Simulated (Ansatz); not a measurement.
Ansatz input

```yaml
crystal:
  lattice:
    - [4.6192108085, 0.0, 0.0]
    - [-2.3096054043, 4.0003539056, 0.0]
    - [0.0, 0.0, 3.6752175283]
  atoms:
    - { symbol: Se, position: [1.0, 1.0, 0.0] }
    - { symbol: Se, position: [0.3333333333, 0.6666666667, 0.5] }
    - { symbol: Se, position: [0.6666666667, 0.3333333333, 0.5] }
hamiltonian:
  xc: blyp
  pseudopotentials:
    kind: paw
    azcp:
      Se: "pseudopotentials/Se.paw.azcp"
basis:
  ecutwfc: 420
  fft_grid_basis: typed
kpoints:
  mp_grid: { grid: [9, 9, 9], shift: [0, 0, 0] }
magnetization:
  spin_polarized: false
scf:
  occupations: { method: fermi_dirac, width: 0.1 }
  lower_state_search: "off"
output:
  stress: true
```

Terminal output

```
Engine: ansatz 0.2.0, aarch64-unknown-linux-gnu
Pseudopotentials: kind: paw
Pseudopotential: Se, paw, valence charge 16, recommended cutoff 420 eV (normal) 
Functional definition: BLYP
  parameter beta = 0.0042
  parameter a = 0.04918
  parameter b = 0.132
  parameter c = 0.2533
  parameter d = 0.349
  exchange = b88_x(beta = beta)
  correlation = lyp_c(a = a, b = b, c = c, d = d)
Crystal: 3 atoms, lattice volume = 67.912 Å³
Basis set: ecut = 420 eV, 1339 PW (Γ), exchange–correlation on 64×64×50 points (8 copies of the dense FFT grid, shifted against one another)
Bands: 28, of which v1, the nominal top of the filled ones, is band 24 counted from 1 (23 counted from 0)
Symmetry: 24 space group operations
Space group: P6/mmm (ITA 191), of the structure as read, at distance tolerance 4.1e-5 Å
k-points: 60 of 729
Non-local potential: Se, projectors of the file, l = 0: 2, l = 1: 2, l = 2: 3, l = 3: 1
PAW form: soft (Blöchl's): semilocal exchange-correlation on the pseudo side does not see the compensation charge
PAW frozen core: Se, regenerated for the run's functional, and the local potential with it (the file was generated under x = pbe(κ = 0.804, μ = 0.2195149727645171), c = pbe(β = 0.06672455060314922))
PAW one-centre angular grid: Se, 590 points (default); XC on 64 Gauss nodes
Initial density: superposition of atomic densities (neutral atoms: chi_scale 0, normalization atom), corrected by the library's trained network
Initial wavefunctions: pseudopotential atomic-orbital guess
Functional: x = b88, c = lyp
SCF iter   1: F=—  HF=-16438.262063 eV  |F-HF|=—  |Δ(HF+E_count)|=         —  Δρ=8.35e-3  dr2=4.74e-2  ethr=1.77e-3  ⟨swp⟩=5.4  Hψ=6478  notcnv=0
SCF iter   2: F=—  HF=-16438.250601 eV  |F-HF|=—  |Δ(HF+E_count)|=   1.15e-2  Δρ=4.96e-3  dr2=1.94e-2  ethr=9.87e-5  ⟨swp⟩=1.0  Hψ=2160  notcnv=0
SCF iter   3: F=—  HF=-16438.243931 eV  |F-HF|=—  |Δ(HF+E_count)|=   6.67e-3  Δρ=9.90e-4  dr2=7.03e-4  ethr=4.04e-5  ⟨swp⟩=2.0  Hψ=2363  notcnv=0
SCF iter   4: F=—  HF=-16438.243505 eV  |F-HF|=—  |Δ(HF+E_count)|=   4.27e-4  Δρ=5.87e-4  dr2=1.46e-4  ethr=1.46e-6  ⟨swp⟩=2.0  Hψ=3131  notcnv=0
SCF iter   5: F=—  HF=-16438.243525 eV  |F-HF|=—  |Δ(HF+E_count)|=   2.09e-5  Δρ=9.72e-5  dr2=6.12e-6  ethr=3.04e-7  ⟨swp⟩=2.0  Hψ=2225  notcnv=0
SCF iter   6: F=—  HF=-16438.243555 eV  |F-HF|=—  |Δ(HF+E_count)|=   3.01e-5  Δρ=4.25e-5  dr2=1.19e-6  ethr=1.28e-8  ⟨swp⟩=2.0  Hψ=3129  notcnv=0
SCF iter   7: F=—  HF=-16438.243557 eV  |F-HF|=—  |Δ(HF+E_count)|=   1.07e-6  Δρ=1.09e-5  dr2=1.01e-7  ethr=2.47e-9  ⟨swp⟩=2.0  Hψ=2532  notcnv=0
SCF iter   8: F=-16438.243557 eV  HF=-16438.243557 eV  |F-HF|=5.29e-9  |Δ(HF+E_count)|=   1.57e-9  Δρ=2.95e-6  dr2=5.34e-9  ethr=2.08e-10  ⟨swp⟩=4.8  Hψ=6137  notcnv=0
SCF 1 converged in 8 iterations: F = -16438.243557 eV  dr2 = 5.34e-9
SCF converged after 8 iterations
Free energy (F): -16438.243557 eV
Harris-Foulkes:  -16438.243557 eV  (|F-HF|=5.29e-9)
Internal energy: -16438.149372 eV  (E = F + TS)
E sigma→0 (E₀):  -16438.196464 eV
Entropy (-TS):   -0.094184 eV (-31.395 meV/atom)
Fermi energy:    9.738256 eV
--- Per-component energies (eV) ---
  E_band       = -1091.620748
  E_kinetic    = 352.799300
  E_local      = -6675.591951  (includes V_loc(G=0)·N_el)
  E_nonlocal   = -1791.914706
  E_hartree    = 3327.609037
  E_xc         = -306.582879
  E_vxc        = -284.539376  (∫ρ·V_xc dr)
  E_paw        = -5774.497038  (= ΣΔE_a)
  E_vpaw       = 652.409527  (= ΣTr[D̂ρ^β])
  E_aug_tail   = -0.001869  (compensation charges beyond the density's cutoff)
  E_ewald      = -5570.753332
  E_core_change = 0.784066  (= ΣΔE_core)
  E_smearing   = -0.094184  (= −TS)
  E_closure    = 0.000000  (closes the sum)
  Σ components = -16438.243557   (vs F -16438.243557, Δ=0.00e0)
--- Stress (GPa, compression-positive) ---
        5.456120       0.000000      -0.000000
        0.000000       5.456120      -0.000000
       -0.000000      -0.000000       3.274880
  P = ⅓ Tr σ = 4.7290 GPa (47.290 kbar)
```
